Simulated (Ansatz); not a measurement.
PbS:
```yaml
crystal:
  lattice:
    - [4.22477, 0.00000, 0.00000]
    - [-2.11238, 3.65875, 0.00000]
    - [0.00000, 0.00000, 10.34786]
  atoms:
    - { symbol: Pb, position: [0.00000, 0.33312, 0.66667] }
    - { symbol: Pb, position: [0.66688, 0.66688, 0.00000] }
    - { symbol: Pb, position: [0.33312, 0.00000, 0.33333] }
    - { symbol: S, position: [0.00000, 0.33332, 0.16667] }
    - { symbol: S, position: [0.66668, 0.66668, 0.50000] }
    - { symbol: S, position: [0.33332, 0.00000, 0.83333] }
```

Relaxed with r²SCAN. Special points in fractions of this cell's reciprocal vectors: Γ (0.000, 0.000, 0.000); M (0.500, 0.000, 0.000); K (0.333, 0.333, 0.000); A (0.000, 0.000, 0.500); L (0.500, 0.000, 0.500); H (0.333, 0.333, 0.500).

Problem. List the band energies nearest the valence-band maximum at these points for plane-wave PAW r²SCAN with spin–orbit coupling (Ansatz code).

Solution. In eV from the valence-band maximum; about four levels below and three above (degenerate sets whole), none deeper than 8.9 eV; points with the same levels are listed once.

| k | below | above |
|---|---|---|
| Γ | -0.74 -0.74 -0.74 -0.74 | 1.19 1.19 1.19 1.19 |
| M | -1.42 -1.42 -1.42 -1.42 | 1.71 1.71 1.71 1.71 |
| K | -1.92 -1.92 -1.92 -1.92 -1.92 -1.92 | 2.52 2.52 2.52 2.52 2.52 2.52 |
| A | -1.65 -1.65 -1.65 -1.65 0.00 0.00 | 0.21 0.21 1.88 1.88 |
| L | -1.85 -1.85 0.00 0.00 | 0.21 0.21 1.88 1.88 |
| H | -1.07 -1.07 -1.07 -1.07 -1.07 -1.07 | 1.88 1.88 1.88 1.88 1.89 1.89 |

Space group Fm-3m (rock salt). The r²SCAN relaxation kept the symmetry of its start. Point labels and valley counts follow the cell and symmetry of the run, lower than the named group.

Potentials: the earlier of the program's two PAW sets.
